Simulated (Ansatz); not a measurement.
Rough cost of magnetic runs on MnHg (Pm-3m) in Ansatz 0.2.0, 1 thread of Intel(R) Xeon(R) 6975P-C (Granite Rapids), on a shared host.

```
Mn Hg
1.0
     3.31500    0.00000    0.00000
     0.00000    3.31500    0.00000
     0.00000    0.00000    3.31500
Mn Hg
1 1
Direct
  0.50000 0.50000 0.50000
  0.00000 0.00000 0.00000
```

| run | functional, mesh | k points solved | bands | iterations | wall time (s) | peak memory (GiB) |
| --- | --- | --- | --- | --- | --- | --- |
| LAPW: volume scaled by 0.95, no spin polarisation | PBE, 10×10×10 | 56 | 36 | 11 | 10 | 0.43 |
| PAW: volume scaled by 1.05 | PBE, 10×10×10 | 56 | 24 | 10 | 3.5 | 0.43 |
| PAW: volume scaled by 0.85 | PBE, 10×10×10 | 56 | 24 | 10 | 3.6 | 0.42 |
| LAPW: free moments | PBE, 10×10×10 | 56 | 32 | 15 | 23 | 0.54 |
| PAW: free moments from the typed start | PBE, 10×10×10 | 56 | 24 | 11 | 4.7 | 0.42 |
| LAPW: volume scaled by 0.95 | PBE, 10×10×10 | 56 | 38 | 15 | 27 | 0.58 |
| PAW: volume scaled by 1.18, no spin polarisation | PBE, 10×10×10 | 56 | 22 | 6 | 1.2 | 0.38 |
| PAW: volume scaled by 0.9 | PBE, 10×10×10 | 56 | 24 | 11 | 3.8 | 0.42 |
| PAW: volume scaled by 1.1, no spin polarisation | PBE, 10×10×10 | 56 | 22 | 6 | 1.1 | 0.41 |

(1) Roughly how much dearer is an iteration by LAPW than by PAW among the runs with the first row's mesh and spin treatment (none)?

## Answers

(1) About 5 times (medians of wall time over iterations; times from a shared host are rough).
